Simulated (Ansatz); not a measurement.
HCl on the (001) surface of Ru, space group P6_3/mmc (No. 194) (top face towards +c; held atoms: 1, 2, 3, 4, 5, 6, 7, 8), one molecule per 25.2 Å². Starting structure (upright, lowest atom Cl over a bridge Ru-Ru site; the molecule's atoms stand last):

```xyz
18
Lattice="5.3952 0.0000 0.0000 -2.6976 4.6724 0.0000 0.0000 0.0000 25.6815" Properties=species:S:1:pos:R:3 pbc="T T T"
Ru    1.3488    0.7787    8.0000
Ru    0.0000    3.1149    8.0000
Ru    4.0464    0.7787    8.0000
Ru    2.6976    3.1149    8.0000
Ru    0.0000    1.5575   10.1329
Ru   -1.3488    3.8936   10.1329
Ru    2.6976    1.5575   10.1329
Ru    1.3488    3.8936   10.1329
Ru    1.3488    0.7787   12.2801
Ru    0.0000    3.1149   12.2801
Ru    4.0464    0.7787   12.2801
Ru    2.6976    3.1149   12.2801
Ru    0.0000    1.5575   14.3467
Ru   -1.3488    3.8936   14.3467
Ru    2.6976    1.5575   14.3467
Ru    1.3488    3.8936   14.3467
Cl    0.0000    3.8936   17.4467
H     0.0000    3.8936   18.7295
```

These are results of DFT PBE+D3(BJ), scalar-relativistic, plane waves, PAW (Ansatz 0.2.0), not measurements. Settings: cutoff 420 eV, Γ-centred mesh 4×4×1 on the computed 18-atom cell, Gaussian smearing of 0.10 eV; no spin polarisation. A dipole correction removes the field between periodic images along c.

E_ads is per molecule, from the clean relaxed slab and the free relaxed molecule; negative means bound; no zero-point or thermal terms, forces under 0.04 eV/Å, and the free molecule is spin-polarised where open-shell. Heights count from the highest slab atom.

Question: What does it relax to?

Answer: E_ads = -1.94 eV; the molecule splits into Cl + H. Final structure after 42 steps:

```
CELL_PARAMETERS angstrom
5.39519 0.00000 0.00000
-2.69759 4.67237 0.00000
0.00000 0.00000 25.68153
ATOMIC_POSITIONS crystal
Ru 0.33333 0.16667 0.31151
Ru 0.33333 0.66667 0.31151
Ru 0.83333 0.16667 0.31151
Ru 0.83333 0.66667 0.31151
Ru 0.16667 0.33333 0.39456
Ru 0.16667 0.83333 0.39456
Ru 0.66667 0.33333 0.39456
Ru 0.66667 0.83333 0.39456
Ru 0.33237 0.16623 0.47732
Ru 0.33116 0.66231 0.47772
Ru 0.83385 0.16623 0.47732
Ru 0.83445 0.66890 0.47932
Ru 0.15649 0.31299 0.55841
Ru 0.16915 0.84070 0.55978
Ru 0.66518 0.33036 0.55777
Ru 0.67155 0.84070 0.55978
Cl 0.53749 0.07498 0.63833
H 0.30170 0.60339 0.59781
```

Each end is the local minimum that its start leads to. The pieces were run without spin polarisation.